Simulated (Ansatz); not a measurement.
KCaCl$_{3}$: moving Cl off its site

KCaCl$_{3}$, Pm-3m, a = 5.306 Å. The structure is a Materials Project entry; whether it is the stable form wasn't checked. Ansatz: PBEsol, PAW, 420 eV, Γ-centred 4×4×4 mesh on 5 atoms, Gaussian smearing 0.05 eV; no spin polarisation.

```yaml
crystal:
  lattice:
    - [5.30577, 0.00000, 0.00000]
    - [0.00000, 5.30577, 0.00000]
    - [0.00000, 0.00000, 5.30577]
  atoms:
    - { symbol: K, position: [0.00000, 0.00000, 0.00000] }
    - { symbol: Ca, position: [0.50000, 0.50000, 0.50000] }
    - { symbol: Cl, position: [0.00000, 0.50000, 0.50000] }
    - { symbol: Cl, position: [0.50000, 0.00000, 0.50000] }
    - { symbol: Cl, position: [0.50000, 0.50000, 0.00000] }
```

Atom 3 (Cl) moves by x along the unit vector (1.000, 0.000, 0.000), with its periodic images; all else is held. y is the free energy of the cell over the start, F the force along the path summed over the moved atoms. Symmetry makes y even in x.

| x (Å) | y (meV) | F (eV/Å) |
| --- | --- | --- |
| -0.200 | ? | ? |
| -0.100 | 33.9 | 0.69 |
| 0.000 | 0.0 | 0.00 |
| 0.025 | 2.1 | -0.17 |
| 0.050 | 8.4 | -0.34 |
| 0.075 | 18.9 | -0.51 |
| 0.125 | 53.4 | -0.87 |
| 0.150 | 77.6 | -1.07 |
| 0.175 | 106.7 | -1.27 |

Fit y = c2 x² + c4 x⁴ to the energies of the other rows, give the force constant, and predict energy and force of the missing row.

Least squares on the rows shown. y = 3345 x² + 4550 x⁴. The force constant is 2 c2 = 6.69 eV/Å² (for all images moving together, not for a lone atom). The force −dy/dx at the missing row is 1.48 eV/Å (computed 1.49). At x = -0.200 the fit asked for gives 141.1 meV. The run gave 141.2 meV, so the fit is 0.1 meV too low, a small miss on the scale of the series.

Symmetry holds off the tilts and polar distortions that many cubic perovskites undergo.

Cost: 9 runs of about 1.7 core-minutes in all, on Intel Xeon Processor @ 2.50GHz (Skylake/Cascade Lake) (shared hosts).